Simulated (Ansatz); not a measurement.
The end point of a relaxation of As. All values below come from r2SCAN (plane waves to 500 eV, PAW, scalar-relativistic; Ansatz, a quantum-chemistry and plane-wave program).

```xyz
2
Lattice="2.3139 1.3359 2.6309 -2.3139 1.3359 2.6309 0.0000 -2.6719 2.6309" Properties=species:S:1:pos:R:3 pbc="T T T"
As     0.0000     0.0000     2.7106
As     0.0000     0.0000     5.1822
```

Determine the symmetry and give the standard cell with its independent sites.

Space group R-3m, hexagonal axes (No. 166); a = 4.6279 Å, b = 4.6279 Å, c = 7.8928 Å, α = 90.00°, β = 90.00°, γ = 120.00°

```json
[
 {"atom": "As", "site": "6c", "symmetry": "3m", "x": "0.0000", "y": "0.0000", "z": "0.3434"}
]
```

Give the shortest distances between elements (the closest pairs, up to four, under 3.6 Å).

As–As 2.47 Å.

The volume per atom is 24.40 Å³ and the band gap is no gap (metallic).

No spin polarisation in the result.

The run could not lose the symmetry of its start.
